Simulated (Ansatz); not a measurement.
Pd, one cell by several methods

```xyz
1
Lattice="-0.0194 1.9352 1.9352 1.9352 -0.0194 1.9352 1.9352 1.9352 -0.0194" Properties=species:S:1:pos:R:3 pbc="T T T"
Pd    0.0000    0.0000    0.0000
```

The cell is COD entry 9008478, as deposited and not checked against the literature; nothing was relaxed. The listed cell was then made from it by scaling, straining or moving an atom.

Spin polarisation is left out, and whether a magnetic state lies lower isn't shown here.

Levels of theory: DFT, PBEsol, PAW with Ansatz's default frozen-core files, scalar-relativistic (Ansatz 0.2.0); DFT, PBEsol, all-electron PAW with datasets made for the crystal, scalar-relativistic (Ansatz 0.2.0); DFT, PBEsol, all-electron LAPW, scalar-relativistic (Ansatz 0.2.0).

For PAW: a Γ-centred 18×18×18 k mesh, Fermi–Dirac smearing of 0.05 eV, cutoff 420 eV, no spin polarisation; the PAW files were made with PBE, and the program remakes their frozen cores for this functional. The crystal-made all-electron datasets (AE datasets) take a cutoff of 280 eV at this cell. LAPW targets a basis error of 0.25 meV/atom. The Ansatz runs share mesh, smearing and spin set-up. Plane-wave (PAW) pressures include the program's estimate of the Pulay term.

Stress and pressure are positive in compression.

The change that made this cell: equal xy, yz and zx engineering shear strains of -1 %.

Spin–orbit coupling is left out, which moves gradients at and beside heavy atoms by some per cent and at worst by a factor of two.

In a metal, gradients converge slowly with the k mesh: the values move by tens of per cent from one mesh to another, at times in sign, so only the comparison on one mesh counts.

```tsv
quantity	PAW	AE datasets	LAPW
pressure (GPa)	-2.15	-2.20	-2.20
stress yz (GPa)	0.74	0.73	0.73
stress xz (GPa)	0.74	0.73	0.73
stress xy (GPa)	0.74	0.73	0.73
field gradient Vzz at Pd (10²¹ V/m²)	0.62	0.65	–
```

PAW's pressure differs from the LAPW value by +0.05 GPa.
